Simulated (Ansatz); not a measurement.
TaN (rock salt)

```xyz
4
Lattice="0.0000 4.4170 4.4170 2.2085 0.0000 2.2085 2.2085 2.2085 0.0000" Properties=species:S:1:pos:R:3 pbc="T T T"
N      0.0000     0.0000     0.0000
N      0.0000     2.2085     2.2085
Ta     2.2085     2.2085     2.2085
Ta     2.2085     4.4170     4.4170
```

In this cell atom 3 (Ta, nearest neighbour N at 2.209 Å; its periodic images, 3.1 Å or more away, move with it) is moved by s along Cartesian [111], unit vector (0.577, 0.577, 0.577); all other atoms and the cell stay fixed.

All values below come from PBE (plane waves to 420 eV, PAW, scalar-relativistic; Ansatz, a quantum-chemistry and plane-wave program). k mesh 15×15×15 (Γ-centred), Fermi-Dirac smearing 0.05 eV. Energies are smeared free energies. With partly filled bands, energies and forces of such displacements shift with the k mesh and the smearing. Spin-orbit coupling is left out, though Ta is heavy. TaN is run without spin polarisation. TaN was relaxed with its symmetry unable to fall. This is a high-temperature form of TaN. ΔE is measured from the undisplaced structure. The last digit holds for this mesh only.

```json
[
 {"s (Å)": "-0.660", "ΔE (meV/cell)": "1679.6"},
 {"s (Å)": "-0.528", "ΔE (meV/cell)": "withheld"},
 {"s (Å)": "-0.396", "ΔE (meV/cell)": "539.8"},
 {"s (Å)": "-0.264", "ΔE (meV/cell)": "232.7"},
 {"s (Å)": "-0.132", "ΔE (meV/cell)": "58.3"},
 {"s (Å)": "0.000", "ΔE (meV/cell)": "0.0"},
 {"s (Å)": "0.132", "ΔE (meV/cell)": "58.3"},
 {"s (Å)": "0.264", "ΔE (meV/cell)": "232.7"},
 {"s (Å)": "0.396", "ΔE (meV/cell)": "539.8"},
 {"s (Å)": "0.528", "ΔE (meV/cell)": "withheld"},
 {"s (Å)": "0.660", "ΔE (meV/cell)": "1679.6"}
]
```

Q: Fit an even polynomial form (powers 2, 4, 6) to the given rows and predict ΔE at s = -0.528.

A: Least squares on the 9 given rows: ΔE = (3278)·s² + (882.0)·s⁴ + (1019)·s⁶, in meV/cell with s in Å; root-mean-square residual 0.48 meV/cell. At -0.528 the fit gives 1004.5 meV/cell; the calculation gives 1012.4 meV/cell, so the interpolation is off by -7.9 (-0.8 %). The quadratic term alone would give 913.9 meV/cell.

(A displaced cell: forces are minus the slopes of the energy, force constants its curvatures, and phonons follow from these.)
